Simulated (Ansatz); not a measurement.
TaAs (CsCl type, space group No. 221), DFT-PBEsol in the program Ansatz with PAW potentials, all energies at zero smearing, with the estimated change up to a 700 eV cutoff added, with one set of potentials and settings (totals compare only within such a set). Cell of 2 atoms (1 Ta, 1 As): -14620.224 eV.

| element | reference phase | E (eV/atom) |
|---|---|---|
| Ta | Im-3m, 1 atoms in the cell | -9806.5011 |
| As | R-3m, 2 atoms in the cell | -4813.0241 |

Formation energy per atom, worked out: (-14620.224 − 1×(-9806.5011) − 1×(-4813.0241))/2 = -0.349 eV/atom (-34 kJ per mol of atoms), at 0 K, without zero-point energy or fitted corrections.

Space group Pm-3m (CsCl type). The cell is a constructed one: a structure type filled with these elements; neither database checked (COD, Materials Project) lists it. It is not the phase usual at ambient conditions (space group No. 109). Symmetry was held in the PBEsol relaxation; of distortions, only those at the zone centre were tested. No spin polarisation was allowed. The references are the lowest solids computed at this level, not always the standard phases. Spin–orbit coupling is left out wherever it is not named.

Potentials: the later of the program's two PAW sets.
